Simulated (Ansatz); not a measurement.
A geometry of As away from equilibrium: step 2 of the relaxation of a relaxed As cell displaced along its unstable phonon at q = Γ (112i cm⁻¹), largest move 0.15 Å. Calculation: PBE (plane waves to 420 eV, PAW, scalar-relativistic; Ansatz, an electronic-structure program). Γ-centred k-mesh 8×8×6 on the run's cell (coarser than for final values), Fermi–Dirac smearing 0.05 eV.

```xyz
4
Lattice="4.4607 0.0000 0.0000 -2.2303 3.8631 0.0000 0.0000 0.0000 5.5458" Properties=species:S:1:pos:R:3:forces:R:3 pbc="T T T" free_energy=-19423.271 pressure_GPa=0.1
As     0.0000     0.0000     1.5183    0.0000    0.0000    0.5836
As     0.0000     0.0000     4.0275    0.0000    0.0000   -0.5836
As     0.0000     2.5754     1.0336    0.0000    0.0000   -0.4981
As     2.2303     1.2877     4.5122    0.0000    0.0000    0.4981
```

Positions in Å, forces in eV/Å, free energy of the cell in eV (comparable only within this code, potentials and settings). Largest force: 0.58 eV/Å, on As1, As2 (atoms numbered as listed); the geometry lies 0.32 eV/atom above the end of its relaxation.

No spin polarisation in the result. Without a van der Waals term the distances between weakly bound units are poorly fixed.

The run could not lose the symmetry of its start, so the end can be a saddle point.

The end of the path is a generated cell of As: the first start was made by placing the elements on the sites of a structure type, and the end was not matched to a known phase here, so it may be hypothetical. Known forms of As include space group No. 166.
